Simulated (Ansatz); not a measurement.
Steps from a short run of molecular dynamics on a 2×2×1 supercell (16 atoms) of CdSe (wurtzite), relaxed with r2SCAN; forces from r2SCAN in Ansatz 0.2.0, 3×3×2 mesh, Fermi-Dirac smearing of 0.086 eV, a Nosé-Hoover thermostat at fixed volume, set at 1000 K. Spin polarisation is off, nuclei are classical, and the run is far too short for thermal averages.

Cell vectors in Å:
```
 8.6814  0.0000  0.0000
-4.3407  7.5184  0.0000
 0.0000  0.0000  7.0766
```

Problem. At 4 fs the positions in Å are
```
Cd  -0.007   2.510  -0.012
Cd   2.186   1.249   3.532
Se  -0.009   2.499   2.649
Se   2.166   1.236   6.178
Cd  -2.169   6.283   0.002
Cd   0.007   5.000   3.544
Se  -2.168   6.283   2.672
Se   0.009   5.008   6.177
Cd   4.355   2.516  -0.003
Cd   6.513   1.259   3.532
Se   4.341   2.495   2.688
Se   6.499   1.243   6.184
Cd   2.162   6.256  -0.021
Cd   4.329   5.016   3.549
Se   2.174   6.248   2.663
Se   4.332   5.038   6.204
```
What are the forces, and how far does the free energy (smearing included) lie above that of step 0, with the atoms on their sites?

Solution. 1.5 meV an atom; forces in eV/Å:
```
Cd   0.016  -0.072  -0.010
Cd  -0.137   0.056  -0.010
Se   0.092   0.007  -0.005
Se   0.059   0.219   0.139
Cd   0.048  -0.106   0.056
Cd  -0.054   0.024  -0.129
Se  -0.004  -0.207  -0.091
Se  -0.150   0.007   0.152
Cd  -0.123  -0.005   0.051
Cd   0.020  -0.119  -0.024
Se   0.035   0.144  -0.227
Se   0.059   0.054   0.081
Cd  -0.021   0.059   0.153
Cd   0.102  -0.017  -0.039
Se  -0.057   0.118  -0.119
Se   0.117  -0.161   0.021
```

Problem. At 8 fs the positions in Å are
```
Cd  -0.013   2.514  -0.020
Cd   2.201   1.245   3.529
Se  -0.018   2.492   2.640
Se   2.161   1.219   6.160
Cd  -2.167   6.300   0.007
Cd   0.015   4.988   3.552
Se  -2.166   6.300   2.688
Se   0.019   5.003   6.159
Cd   4.369   2.526  -0.002
Cd   6.514   1.264   3.529
Se   4.341   2.485   2.718
Se   6.487   1.234   6.172
Cd   2.153   6.248  -0.038
Cd   4.318   5.021   3.563
Se   2.178   6.231   2.670
Se   4.323   5.064   6.212
```
What are the forces, and how far does the free energy (smearing included) lie above that of step 0, with the atoms on their sites?

Solution. 6.0 meV an atom; forces in eV/Å:
```
Cd   0.031  -0.141  -0.021
Cd  -0.274   0.113  -0.017
Se   0.178   0.018  -0.011
Se   0.102   0.432   0.270
Cd   0.087  -0.215   0.116
Cd  -0.104   0.045  -0.270
Se  -0.009  -0.419  -0.184
Se  -0.292   0.008   0.311
Cd  -0.230  -0.005   0.092
Cd   0.042  -0.232  -0.046
Se   0.076   0.296  -0.435
Se   0.114   0.106   0.162
Cd  -0.047   0.121   0.295
Cd   0.204  -0.038  -0.072
Se  -0.120   0.231  -0.229
Se   0.242  -0.319   0.039
```

Problem. At 12 fs the positions in Å are
```
Cd  -0.020   2.518  -0.029
Cd   2.216   1.241   3.526
Se  -0.027   2.486   2.632
Se   2.156   1.202   6.143
Cd  -2.165   6.317   0.013
Cd   0.022   4.976   3.560
Se  -2.163   6.317   2.702
Se   0.027   4.998   6.142
Cd   4.383   2.536  -0.001
Cd   6.516   1.269   3.526
Se   4.341   2.475   2.748
Se   6.475   1.225   6.161
Cd   2.145   6.239  -0.055
Cd   4.307   5.025   3.577
Se   2.181   6.214   2.675
Se   4.315   5.089   6.221
```
What are the forces, and how far does the free energy (smearing included) lie above that of step 0, with the atoms on their sites?

Solution. 13.0 meV an atom; forces in eV/Å:
```
Cd   0.044  -0.207  -0.028
Cd  -0.410   0.171  -0.021
Se   0.260   0.034  -0.019
Se   0.131   0.636   0.389
Cd   0.118  -0.324   0.181
Cd  -0.149   0.063  -0.418
Se  -0.016  -0.633  -0.280
Se  -0.425   0.004   0.473
Cd  -0.323   0.000   0.126
Cd   0.066  -0.339  -0.066
Se   0.124   0.451  -0.626
Se   0.164   0.155   0.240
Cd  -0.076   0.186   0.426
Cd   0.305  -0.064  -0.099
Se  -0.186   0.339  -0.332
Se   0.372  -0.471   0.052
```

Problem. At 16 fs the positions in Å are
```
Cd  -0.027   2.521  -0.037
Cd   2.231   1.238   3.523
Se  -0.035   2.479   2.623
Se   2.152   1.187   6.127
Cd  -2.164   6.334   0.019
Cd   0.029   4.964   3.568
Se  -2.161   6.332   2.717
Se   0.035   4.994   6.126
Cd   4.396   2.547   0.001
Cd   6.517   1.274   3.522
Se   4.342   2.465   2.776
Se   6.463   1.216   6.150
Cd   2.136   6.230  -0.072
Cd   4.296   5.029   3.591
Se   2.184   6.198   2.680
Se   4.308   5.113   6.230
```
What are the forces, and how far does the free energy (smearing included) lie above that of step 0, with the atoms on their sites?

Solution. 22.1 meV an atom; forces in eV/Å:
```
Cd   0.057  -0.269  -0.034
Cd  -0.541   0.228  -0.021
Se   0.334   0.052  -0.028
Se   0.148   0.828   0.496
Cd   0.141  -0.429   0.248
Cd  -0.190   0.077  -0.570
Se  -0.023  -0.843  -0.374
Se  -0.549  -0.004   0.634
Cd  -0.401   0.007   0.153
Cd   0.090  -0.438  -0.083
Se   0.176   0.606  -0.797
Se   0.210   0.201   0.314
Cd  -0.106   0.250   0.546
Cd   0.402  -0.091  -0.119
Se  -0.252   0.439  -0.427
Se   0.503  -0.613   0.061
```

Problem. At 20 fs the positions in Å are
```
Cd  -0.033   2.524  -0.046
Cd   2.244   1.235   3.520
Se  -0.042   2.472   2.615
Se   2.148   1.174   6.111
Cd  -2.161   6.350   0.025
Cd   0.035   4.953   3.574
Se  -2.159   6.345   2.730
Se   0.042   4.989   6.111
Cd   4.409   2.557   0.002
Cd   6.519   1.278   3.519
Se   4.343   2.457   2.803
Se   6.452   1.207   6.140
Cd   2.127   6.222  -0.088
Cd   4.286   5.033   3.604
Se   2.187   6.183   2.685
Se   4.301   5.136   6.238
```
What are the forces, and how far does the free energy (smearing included) lie above that of step 0, with the atoms on their sites?

Solution. 32.7 meV an atom; forces in eV/Å:
```
Cd   0.068  -0.328  -0.036
Cd  -0.664   0.283  -0.021
Se   0.403   0.072  -0.038
Se   0.157   1.003   0.589
Cd   0.158  -0.529   0.315
Cd  -0.226   0.089  -0.721
Se  -0.032  -1.042  -0.465
Se  -0.663  -0.014   0.789
Cd  -0.467   0.016   0.175
Cd   0.114  -0.528  -0.097
Se   0.230   0.756  -0.948
Se   0.250   0.242   0.383
Cd  -0.134   0.312   0.654
Cd   0.494  -0.118  -0.132
Se  -0.316   0.530  -0.511
Se   0.630  -0.743   0.066
```
